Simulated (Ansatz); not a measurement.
HfB₂:
```
HfB2
1.0
    3.13591     0.00000     0.00000
   -1.56796     2.71578     0.00000
    0.00000     0.00000     3.48075
Hf B
1 2
Direct
  0.00000   0.00000   0.00000
  0.33333   0.66667   0.50000
  0.66667   0.33333   0.50000
```

Relaxed with r²SCAN. Special points in fractions of this cell's reciprocal vectors: Γ (0.000, 0.000, 0.000); M (0.500, 0.000, 0.000); K (0.333, 0.333, 0.000); A (0.000, 0.000, 0.500); L (0.500, 0.000, 0.500); H (0.333, 0.333, 0.500).

Task: List the band energies nearest the Fermi level at these points for DFT-r²SCAN in the program Ansatz with PAW potentials.

Result: In eV from the Fermi level; about four levels below and three above (degenerate sets whole), none deeper than 8.9 eV; points with the same levels are listed once.

```json
[
 {"k": "Γ", "below": "-3.19 -3.12 -3.12 -3.08", "above": "4.17 4.17 4.86 4.86"},
 {"k": "M", "below": "-4.45 -3.70 -3.06", "above": "2.17 2.80 5.80"},
 {"k": "K", "below": "-8.19 -2.81 -2.81", "above": "1.73 1.73 3.63"},
 {"k": "A", "below": "-1.28 -1.28", "above": "0.29 0.29 1.00 1.00"},
 {"k": "L", "below": "-8.10 -5.32 -5.04 -3.05", "above": "4.10 4.35 6.43"},
 {"k": "H", "below": "-5.96 -3.51 -3.51", "above": "4.74 5.72 7.13 7.13"}
]
```

Space group P6/mmm. The cell was relaxed with r²SCAN under the symmetry of its start. No spin polarisation was allowed. Scalar-relativistic: spin–orbit coupling is off unless named, which matters more the heavier the elements.

Potentials: the later of the program's two PAW sets.
